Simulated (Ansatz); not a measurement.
The start is a generated cell, WSe2 placed in the rutile structure type. The cell and all atomic positions are relaxed at zero pressure with r2SCAN (plane waves to 500 eV, PAW, scalar-relativistic; Ansatz, a program for electronic structure). The first steps use a coarse 4×4×6 k-mesh.

Initial structure:
```
WSe2
1.0
    6.18608     0.00000     0.00000
    0.00000     6.18608     0.00000
    0.00000     0.00000     3.98387
W Se
2 4
Direct
  0.00000   0.00000   0.00000
  0.50000   0.50000   0.50000
  0.30496   0.30496   0.00000
  0.80496   0.19504   0.50000
  0.19504   0.80496   0.50000
  0.69504   0.69504   0.00000
```

```json
{
  "largest_initial_force": "about 0.1 eV/Å, on Se3, Se4, Se5, Se6 (atoms numbered as listed)",
  "outcome": "The space group stays P4₂/mnm (No. 136) (the run could not lower it); the end is rutile type, with 6 atoms in the primitive cell",
  "volume_change": "-15.8 %, from 25.41 to 21.40 Å³/atom",
  "optimiser_moves": "10"
}
```

Final structure:

```cif
data_Se4W2
_chemical_formula_sum 'W2 Se4'
_space_group_name_H-M_alt 'P42/mnm'
_space_group_IT_number 136
_space_group_name_Hall '-P 4n 2n'
_cell_length_a 6.14373
_cell_length_b 6.14373
_cell_length_c 3.40185
_cell_angle_alpha 90.000
_cell_angle_beta 90.000
_cell_angle_gamma 90.000
loop_
_atom_site_label
_atom_site_type_symbol
_atom_site_symmetry_multiplicity
_atom_site_Wyckoff_symbol
_atom_site_fract_x
_atom_site_fract_y
_atom_site_fract_z
_atom_site_occupancy
W1 W 2 a 0.00000 0.00000 0.00000 1
Se1 Se 4 g 0.21265 0.21265 0.50000 1
```

Final values are on a 8×8×14 k-mesh of the relaxed cell. No spin polarisation in the result.

The run could not lower the symmetry of its start; a shaken copy of this end point relaxes with r2SCAN to Pnnm (No. 58), 0.08 eV/atom lower.

The relaxed structure here is a generated cell of WSe2: the first start was made by placing the elements on the sites of a structure type, and the end was not matched to a known phase here, so it may be hypothetical. Known forms of WSe2 include space group No. 194.
